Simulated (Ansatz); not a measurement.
# Relaxing a structure of PtSe₂

The start is a relaxed PtSe2 cell with one Se and one Pt atom exchanged in a cell of 3 atoms. A full variable-cell relaxation at zero pressure is run with r2SCAN (plane waves to 500 eV, PAW, scalar-relativistic; Ansatz, an electronic-structure program). First-step values are on the input's coarse k-mesh.

Ansatz input (later rounds restart from its end on a renewed k-mesh):
Ansatz 0.2 input:
```yaml
crystal:
  lattice:
    - [3.7168654697, 0, 0]
    - [-1.8584327348, 3.2188999192, 0]
    - [0, 0, 5.8302015669]
  atoms:
    - { symbol: Se, position: [0, 0, 0] }
    - { symbol: Se, position: [0.3333333333, 0.6666666667, 0.2249549714] }
    - { symbol: Pt, position: [0.6666666667, 0.3333333333, 0.7750450286] }
basis: { ecutwfc: 500, ecutrho_ratio: 4, xc_grid: 4, fft_grid_basis: typed }
kpoints: { mp_grid: { grid: [7, 7, 4] } }
hamiltonian:
  xc: r2scan
  dispersion: none
  pseudopotentials: { kind: paw }
scf: { occupations: { method: fermi_dirac, width: 0.05 } }
relax: { f_tol: 0.01, max_steps: 100, cell: { stress_tol: 0.02 } }
output: { forces: true, stress: true }
```

```yaml
initial_pressure: "+5.8 GPa (positive: the cell is compressed)"
energy_released: 1.21 eV/atom
Shortest distances (start → end): "The closest pairs of elements (up to four, under 3.6 Å), start → end: Pt–Se 2.51 → 2.52 Å; Se–Se 2.51 → 3.39 Å"
optimiser_moves: 17
```

Final structure:

Space group P-3m1 (No. 164); a = b = 3.7170 Å, c = 5.8310 Å, α = β = 90.00°, γ = 120.00°

```tsv
atom	site	symmetry	x	y	z
Se	2d	3m.	0.6667	0.3333	0.2751
Pt	1b	-3m.	0.0000	0.0000	0.5000
```

Final values are on a 10×10×6 k-mesh of the relaxed cell. No spin polarisation in the result. Without a van der Waals term the distances between weakly bound units are poorly fixed.

The run could not lose the symmetry of its start.
